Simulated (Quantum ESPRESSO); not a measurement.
```cif
data_Cl2N2Ti2
_chemical_formula_sum 'N2 Cl2 Ti2'
_space_group_name_H-M_alt 'P 1'
_space_group_IT_number 1
_cell_length_a 3.24944
_cell_length_b 3.92826
_cell_length_c 7.76636
_cell_angle_alpha 90.000
_cell_angle_beta 90.000
_cell_angle_gamma 90.000
loop_
_space_group_symop_operation_xyz
  'x, y, z'
loop_
_atom_site_label
_atom_site_type_symbol
_atom_site_fract_x
_atom_site_fract_y
_atom_site_fract_z
_atom_site_occupancy
N1 N 0.00000 0.00000 0.95021 1
N2 N 0.50000 0.50000 0.04979 1
Cl1 Cl 0.50000 0.50000 0.66528 1
Cl2 Cl 0.00000 0.00000 0.33472 1
Ti1 Ti 0.50000 0.00000 0.09917 1
Ti2 Ti 0.00000 0.50000 0.90083 1
```

Cell and atoms were relaxed with PBE+D3(BJ) from Materials Project entry mp-27850, within its symmetry.

Q: What does PBEsol (pw.x of Quantum ESPRESSO, ONCV potentials, without SOC) give for the electronic structure near the Fermi level?

A: The PBEsol gap is direct, 0.57 eV at Γ. 

Letters of k points follow the standard setting of the lattice, whose axes may be ordered differently from the printed cell.
